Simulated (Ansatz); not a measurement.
Trial structure of Na3Al2Rh, not yet relaxed:

Space group P-6m2 (No. 187). a = 5.472 Å, b = 5.472 Å, c = 4.144 Å, α = 90.00°, β = 90.00°, γ = 120.00°
```
atom  site  symmetry       x       y       z
  Na    3k       mm2  0.5181  0.0361  0.5000
  Al    1c      -6m2  0.3333  0.6667  0.0000
  Al    1e      -6m2  0.6667  0.3333  0.0000
  Rh    1a      -6m2  0.0000  0.0000  0.0000
```

The calculation used DFT PBE, scalar-relativistic, plane waves, PAW in Ansatz 0.2.0. Plane waves to 420 eV, a k mesh through Γ of 6×6×4 on the computed 6-atom cell and Gaussian smearing (0.10 eV); no spin polarisation.

Energies over the elements count from the elements' standard structures at the same level, with no fitted energy shifts.

Task: What does a single point on this coarse mesh give?

Result: The pressure is 12.6 GPa (the mean over three directions, positive in compression), the largest force is 2.30 eV/Å, and the energy is +1.03 eV/atom against the elements. The shortest distance is 2.44 Å.

Task: Is it a good guess?

Result: A rough one: relaxing gains about 0.65 eV/atom (the start's value is from the coarse mesh, so the gain is rough) in 18 ionic steps and ends at +0.38 eV/atom on the finer mesh. The symmetry goes from P-6m2 (No. 187) to P6/mmm (No. 191). The volume per atom grows by 7.5 %, from 17.9 to 19.3 Å³. The shortest distance goes from 2.44 Å (Na–Na) to 2.46 Å (Na–Na). Conventional cell: a = 4.926 Å, c = 5.499 Å. Around Na lie 4 Na at 2.46 Å and 4 Al at 3.10 Å; around Al lie 3 Al at 2.84 Å, 3 Rh at 2.84 Å and 6 Na at 3.10 Å; Rh is surrounded by 6 Al at 2.84 Å.

The last run used a 12×12×8 mesh (in the run's order of axes) for its 6-atom cell and Gaussian smearing of 0.10 eV. The relaxation can't lower the symmetry of the start, and the grade says only how near the guess is to its own end. Symmetry constrained the relaxation, so the result can be a saddle point.
